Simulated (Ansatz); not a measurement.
# Co: an elastic constant from a strain scan

All numbers below come from Ansatz 0.2.0, DFT PBEsol, scalar-relativistic, plane waves, PAW. The runs took a 420 eV cutoff, a Γ-centred 30×30×16 mesh and Gaussian smearing (0.15 eV). Collinear spins, started from moments 1.8, 1.8 μB in atom order; the magnetic state may not be the lowest. Energies are free energies at this smearing, counted from the undisturbed cell; pressure is positive in compression.

The starting cell (relaxed at this level):

```yaml
crystal:
  lattice:
    - [2.45642, 0.00000, 0.00000]
    - [-1.22821, 2.12732, 0.00000]
    - [0.00000, 0.00000, 3.96947]
  atoms:
    - { symbol: Co, position: [0.66667, 0.33333, 0.25000] }
    - { symbol: Co, position: [0.33333, 0.66667, 0.75000] }
```

The cell is strained by ε times the Voigt pattern (1, 1, 0, 0, 0, 0) (xx, yy, zz, yz, xz, xy; engineering shear) with fractional coordinates fixed. The cell holds 2 atoms in V0 = 20.74 Å³. The stress column is τ = (1/V0) dE/dε, got from the stress tensor σ (compression positive) at each point as −det(1 + εP) σ : P(1 + εP)⁻¹, with P the pattern as a tensor.

```
      ε  ΔE (meV/atom)  τ (GPa)
-0.0200         16.980  -27.166
-0.0100          4.095  -12.899
 0.0000          0.000    0.012
 0.0050          0.979    5.974
 0.0150          8.469   16.934
 0.0200              ?        ?
```

Which combination of elastic constants does this scan measure, and how large is it?

For small ε, τ = τ0 + Kε with K = pᵀCp, which for this pattern is C11 + C22 + 2 C12 in the Cartesian frame shown. The parabola through τ at ε = -0.0100, 0 and 0.0050 has slope K = 1225 GPa at zero. The energies per cell, E = NΔE, of the same two points give K = 2[E(ε₊)/ε₊ − E(ε₋)/ε₋]/[(ε₊ − ε₋)V0] = 1247 GPa, in agreement.

Predict the withheld row at ε = 0.0200 from the harmonic law, and compare.

ΔE = V0(τ0 ε + Kε²/2)/N = 15.879 meV/atom and τ = 24.52 GPa. The calculation gives 14.770 meV/atom and 21.96 GPa: the energy lies 7 % below the harmonic value, as bonds soften when stretched.

In a metal these slopes depend on the k mesh and the smearing.